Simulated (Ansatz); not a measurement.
Computed with DFT PBE, scalar-relativistic, plane waves, PAW in Ansatz 0.2.0. Settings: cutoff 420 eV, Γ-centred meshes spaced at most about 0.3 Å⁻¹ (2π included), Gaussian smearing. No spin polarisation in the final relaxations.

These are static total energies at zero pressure.

Two forms of GaCuC₄N₄ were relaxed alike.

1. Space group P-43m (No. 215), cubic, a = 5.864 Å. Ga has 4 C at 1.97 Å; around Cu lie 4 N at 1.95 Å; around C lie 1 N at 1.16 Å and 1 Ga at 1.97 Å; N has 1 C at 1.16 Å and 1 Cu at 1.95 Å.

2. Space group P-43m (No. 215), cubic, a = 5.751 Å. Around Ga lie 4 N at 1.88 Å; around Cu lie 4 C at 1.92 Å; C is surrounded by 1 N at 1.17 Å and 1 Cu at 1.92 Å; N has 1 C at 1.17 Å and 1 Ga at 1.88 Å.

Question: Which arrangement of the elements on these sites is preferred, and by what margin?

Answer: Cell 2 is lower, by 47 meV/atom. The two share one framework of sites and differ in which element sits where. Cell 1 has space group P-43m (No. 215), 20.2 Å³/atom and a gap of 3.16 eV on its mesh; cell 2 has space group P-43m (No. 215), 19.0 Å³/atom and a gap of 4.02 eV. The shortest distance is 1.16 Å (C–N) in cell 1 and 1.17 Å (C–N) in cell 2. The denser one is the lower, and pressure would at first widen the difference. Even the lower one lies +0.29 eV/atom against the reference forms of the elements (uncorrected), so neither is stable at this level. Both come from invented guesses.

Kohn–Sham gaps at this level usually fall short of measured ones. Cells relaxed within their symmetry can be saddle points.
